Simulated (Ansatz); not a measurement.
Computed with DFT PBE, scalar-relativistic, plane waves, PAW (Ansatz 0.2.0). Settings: cutoff 420 eV, Γ-centred meshes spaced at most about 0.3 Å⁻¹, and about 0.25 Å⁻¹ or finer for metals (2π included), Gaussian smearing. No spin polarisation in the final relaxations.

Temperature and zero-point effects are left out.

Two relaxed structures of LaTiH₃:

1.

```yaml
crystal:
  lattice:
    - [4.32207, 0.00000, 0.00000]
    - [0.00000, 4.32207, 0.00000]
    - [0.00000, 0.00000, 3.84783]
  atoms:
    - { symbol: La, position: [0.00000, 0.00000, 0.00000] }
    - { symbol: Ti, position: [0.50000, 0.50000, 0.00000] }
    - { symbol: H, position: [0.00000, 0.50000, 0.50000] }
    - { symbol: H, position: [0.50000, 0.00000, 0.50000] }
    - { symbol: H, position: [0.00000, 0.00000, 0.50000] }
```

2.

```yaml
crystal:
  lattice:
    - [3.89885, 0.00000, 0.00000]
    - [0.00000, 3.89885, 0.00000]
    - [0.00000, 0.00000, 3.89885]
  atoms:
    - { symbol: La, position: [0.00000, 0.00000, 0.00000] }
    - { symbol: Ti, position: [0.50000, 0.50000, 0.50000] }
    - { symbol: H, position: [0.00000, 0.50000, 0.50000] }
    - { symbol: H, position: [0.50000, 0.00000, 0.50000] }
    - { symbol: H, position: [0.50000, 0.50000, 0.00000] }
```

Task: Which is lower in energy, and by how much?

Result: Cell 2 is lower, by 1.03 eV/atom. Cell 1 has space group P4/mmm (No. 123), 14.4 Å³/atom and no gap on its mesh; cell 2 has the cubic perovskite type, space group Pm-3m (No. 221), 11.9 Å³/atom and no gap. Counting H atoms around La and Ti (those within 1.25 times the shortest such distance or 1.15 times the sum of covalent radii; a plus sign parts nearer from farther groups; the shortest distance is added where it is long for a bond), cell 1 has La 2, Ti 8+8 from 2.9 Å and cell 2 has La 12, Ti 6. The denser one is the lower, and pressure would at first widen the difference. Both come from invented guesses.

With hydrogen, zero-point motion can shift such differences by 10 meV/atom or more. A magnetic state wasn't ruled out in cells without spin, among them P4/mmm, Pm-3m. Cells relaxed within their symmetry can be saddle points.
